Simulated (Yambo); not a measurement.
A G0W0@PBEsol run in Yambo for CsBH4 (space group F-43m, No. 216) (4×4×4 Γ-centred k mesh, 170 bands and a 8 Ry block in the screening, 170 bands in G with the Bruneval-Gonze terminator, plasmon pole fitted at 27.2 eV) gives these matrix elements, in eV, at the band edges (W → X):

| state | E0 | <Vxc> | <Σx> | <Σc(E0)> | Z |
|---|---|---|---|---|---|
| valence edge | 0.000 | -12.169 | -16.453 | 1.676 | 0.821 |
| conduction edge | 5.556 | -6.588 | -2.937 | -2.711 | 0.874 |

Solve the linearised quasiparticle equation for both states, give the gap, and say how exchange and correlation each act on it.

E = E0 + Z(Σx + Σc − Vxc). Valence: 0.000 + 0.821 × (-16.453 + (1.676) − (-12.169)) = -2.14 eV. Conduction: 5.556 + 0.874 × (-2.937 + (-2.711) − (-6.588)) = 6.38 eV. The gap is 8.52 eV, against 5.56 eV in PBEsol. Replacing Vxc by bare exchange alone would open it by 7.93 eV; correlation takes back 4.39 eV of that, and Z scales what is left. Nearest settings tried, and what they do to the gap: 105 bands in G: -1 meV; 105 bands in W, 105 bands in G: -35 meV; 1 Ry block (27 vectors against 283): -477 meV. Not varied: mesh. So the settings aren't converged at that level. 

Geometry of the Materials Project entry, not relaxed at this level; primitive cell a = 5.184 Å, b = 5.184 Å, c = 5.184 Å, α = 60.00°, β = 60.00°, γ = 60.00°.

The structure is a Materials Project entry; no match was found in the copy of COD used, and its stability was not checked.
